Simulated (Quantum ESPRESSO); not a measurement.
# Solid-state NMR card for SrCl2

```
SrCl2
1.0
    0.00000     3.48835     3.48835
    3.48835     0.00000     3.48835
    3.48835     3.48835     0.00000
Sr Cl
1 2
Direct
  0.00000   0.00000   0.00000
  0.25000   0.25000   0.25000
  0.75000   0.75000   0.75000
```
The cell was made here from an entry of the Crystallography Open Database (unchecked): atoms relaxed with PBE in the measured cell (PBE without dispersion, pw.x of a modified build of Quantum ESPRESSO, symmetry kept).  Stability against distortions was not tested.

These are absolute shieldings with no macroscopic susceptibility term; δ = σ_ref − σ needs a reference computed alike. In our sweeps, cutoffs and meshes of this size left a few ppm, and up to some 20 ppm on atoms from Zn on. No spin–orbit coupling; Sr is the heaviest element present. No d partial waves on Cl: the paramagnetic term there is incompletely reconstructed. Static lattice: thermal averaging is not included.

Task: What do the calculations give at each independent site (shieldings by GIPAW with PBE in Quantum ESPRESSO, on JTH PAW datasets, 25 Ha, k-mesh 4×4×4 shifted, f-sum rule met within 0.002 %)?

Result: 
```
site             site symmetry  σ_iso (ppm)
---------------  -------------  -----------
Sr (atom 1)               m-3m         2932
Cl (atoms 2, 3)           -43m          738
```
